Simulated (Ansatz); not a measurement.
This guess for IrRu5 is about to be relaxed.

```
CELL_PARAMETERS angstrom
2.70645 0.00000 0.00000
-1.35323 2.34386 0.00000
0.00000 0.00000 12.77974
ATOMIC_POSITIONS crystal
Ru 0.33333 0.66667 0.83333
Ru 0.33333 0.66667 0.16667
Ru 0.33333 0.66667 0.50000
Ru 0.66667 0.33333 0.33333
Ru 0.66667 0.33333 0.66667
Ir 0.66667 0.33333 0.00000
```

These are results of Ansatz, DFT PBE, scalar-relativistic, plane waves, PAW, not measurements. Cutoff 420 eV, Gaussian smearing, Γ-centred meshes. Cell and atoms relax first on a coarse mesh and then on a finer one. In between, the cell is made exact in the group found at 0.06 Å. In metals the finer mesh still leaves noise of several meV/atom or more. The steps can't lower the symmetry of their start. No spin polarisation in the relaxation; trial moments died out in a coarse test.

A guess keeps its type if space group and coordination stay and the shape of the cell changes little (axis ratios within about 15 %, angles within 6°); the volume may change.

Question: Does it keep its structure type, or change into something else?

Answer: It keeps its type. The symmetry stays P-6m2 (No. 187). The volume per atom grows by 2.8 %, from 13.5 to 13.9 Å³. The shortest distance goes from 2.64 Å (Ir–Ru and Ru–Ru) to 2.64 Å (Ru–Ru). The ratio c/a of the conventional cell changes by a factor of 1.01. Counting neighbours within 15 % of an atom's shortest distance, the start has Ir 12, Ru 12 and the end Ir 12, Ru 12.

The last run used an 18×18×4 mesh (in the run's order of axes) for its 6-atom cell and Gaussian smearing of 0.10 eV. These runs have no spin–orbit coupling, which can matter for Ir. Symmetry constrained the relaxation, so the result can be a saddle point.
